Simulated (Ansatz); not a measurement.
Cu Kα1 powder pattern (kinematic, no thermal factors).
```
2θ (°)  relative intensity
 18.58                   1
 19.16                  13
 30.45                  28
 31.18                  47
 35.91                  94
 36.23                 100
 36.86                  72
 37.68                  88
 38.89                  15
 44.14                  11
 49.28                   3
 50.17                   6
 54.11                   6
 54.57                  21
 55.94                   4
 57.94                  26
 58.38                  39
 59.04                  15
 59.91                   9
 63.36                  41
 65.03                  35
 66.86                   3
 67.88                   2
 68.62                   2
 72.31                   9
 73.49                   3
 75.03                  12
 75.61                  18
 76.12                  12
 76.90                  13
 77.93                   3
 78.43                  17
 80.45                   2
 84.22                   1
 85.92                   3
 88.02                   3
 88.39                   6
 89.52                   2
```

The pattern is computed from a structure relaxed with DFT PBE, scalar-relativistic, plane waves, PAW in Ansatz. No spin polarisation. Its elements are Hf, Te.

Give the structure.

Hf5Te.
Space group R-3m:H (No. 166). a = 5.867 Å, b = 5.867 Å, c = 13.884 Å, α = 90.00°, β = 90.00°, γ = 120.00°
| atom | site | symmetry | x | y | z |
| --- | --- | --- | --- | --- | --- |
| Hf | 6c | 3m | 0.3333 | 0.6667 | 0.7818 |
| Hf | 9e | .2/m | 0.5000 | 0.5000 | 0.0000 |
| Te | 3b | -3m | 0.3333 | 0.6667 | 0.1667 |

A pattern alone doesn't exclude other cells with like lines; this is the one computed.

The structure comes from a generated guess; another structure or a mixture of phases may lie lower.
